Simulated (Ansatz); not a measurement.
GaAs:
```
CELL_PARAMETERS angstrom
      0.00000     2.83322     2.83322
      2.83322     0.00000     2.83322
      2.83322     2.83322     0.00000
ATOMIC_POSITIONS crystal
  Ga 0.00000 0.00000 0.00000
  As 0.25000 0.25000 0.25000
```

Tensor components refer to the Cartesian frame of this cell.

### Question
Give the proper piezoelectric stress tensor with relaxed ions from r²SCAN in the plane-wave PAW code Ansatz.

### Answer
In C/m², rows x, y, z, Voigt columns; mesh uncertainty up to 0.01.
```
 0.00   0.00   0.00  -0.25   0.00   0.00
 0.00   0.00   0.00   0.00  -0.25   0.00
 0.00   0.00   0.00   0.00   0.00  -0.25
```

The elastic tensor of the same run (GPa):

```
 117  50.0  50.0   0.0   0.0   0.0
50.0   117  50.0   0.0   0.0   0.0
50.0  50.0   117   0.0   0.0   0.0
 0.0   0.0   0.0  60.4   0.0   0.0
 0.0   0.0   0.0   0.0  60.4   0.0
 0.0   0.0   0.0   0.0   0.0  60.4
```

### Question
Convert to strain constants d = e·S.

### Answer
In pC/N:
```
 0.0   0.0   0.0  -4.1   0.0   0.0
 0.0   0.0   0.0   0.0  -4.1   0.0
 0.0   0.0   0.0   0.0   0.0  -4.1
```

Space group F-43m (zinc blende). Symmetry was held in the r²SCAN relaxation. Signs of piezoelectric constants follow the polarity of the cell as given.

Potentials: the later of the program's two PAW sets.
